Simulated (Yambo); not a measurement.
CaHBr (space group P4/nmm, No. 129), G0W0@PBEsol in Yambo with this input:

```
rim_cut
gw0
dyson
el_el_corr
HF_and_locXC
ppa
em1d
RandQpts= 1000000
RandGvec= 1 Ry
EXXRLvcs= 72 Ry
VXCRLvcs= 288 Ry
Chimod= "HARTREE"
% BndsRnXp
 1 | 171 |
%
NGsBlkXp= 7 Ry
% LongDrXp
 1.0 | 1.0 | 1.0 |
%
PPAPntXp= 27.2114 eV
% GbndRnge
 1 | 171 |
%
GTermKind= "BG"
DysSolver= "n"
ExtendOut
```

On a 4×4×2 mesh, with wavefunctions cut at 72 Ry, the gap (Z → Z) is 6.180 eV and the valence edge shifts by -1.208 eV.

Question: What happens with this change: 6 Ry block?

Answer: The gap falls by 0.038 eV, to 6.142 eV; the shift of the valence edge becomes -1.163 eV. Neither run is shown to be the converged limit. In the run with 171 bands and a 7 Ry block, which covers more k points, the smallest G0W0 gap is 5.96 eV, Z → M.

Spin-orbit coupling is not included.

Geometry relaxed with PBE+D3(BJ); primitive cell a = b = 3.822 Å, c = 7.774 Å, α = β = γ = 90.00°.

A shift is the quasiparticle energy of the state minus its PBEsol energy.
